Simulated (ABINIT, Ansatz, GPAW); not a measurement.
FeAu: programs and potentials compared

```xyz
2
Lattice="1.4117 0.8151 4.4695 -1.4117 0.8151 4.4695 0.0000 -1.6301 4.4695" Properties=species:S:1:pos:R:3 pbc="T T T"
Au    0.0000    0.0000    0.0000
Fe    0.0000    0.0000    6.7042
```

The cell comes from a database or a generator and needn't be the stable form of this composition.

Alike in all runs: task single point; functional PBE; k mesh 11 × 11 × 11; occupations fermi-dirac, width 0.05 eV; collinear spin, ferromagnetic start; no spin-orbit coupling. Pressure is positive in compression and, in plane waves, holds the error of the finite cutoff, which Ansatz's Pulay term estimates and takes out.

| program and potentials | plane-wave cutoff (eV) | notes | pressure (GPa) | net moment per atom (μB) |
| --- | --- | --- | --- | --- |
| Ansatz, Ansatz PAW | 420 | 17.5 valence electrons an atom on average; Pulay term of +0.07 GPa included | -1.01 | 1.46 |
| ABINIT, JTH PAW PBE v2.0 | 707 | 13.5 valence electrons an atom on average | -0.98 | 1.46 |
| GPAW, GPAW PAW data sets (gpaw-data 1.2.1) | 600 | 9.5 valence electrons an atom on average; this data set often lies off other programs | 0.71 | 1.46 |

The pressure spans -1.01 (Ansatz, Ansatz PAW) to 0.71 GPa (GPAW, GPAW PAW data sets (gpaw-data 1.2.1)). All agree on the net moment per atom. The state is the one that the start led to, which needn't be the lowest.

The functional is the same throughout but for its coding, so the spread measures potentials, basis and numerics; runs on potential files found faulty are left out.
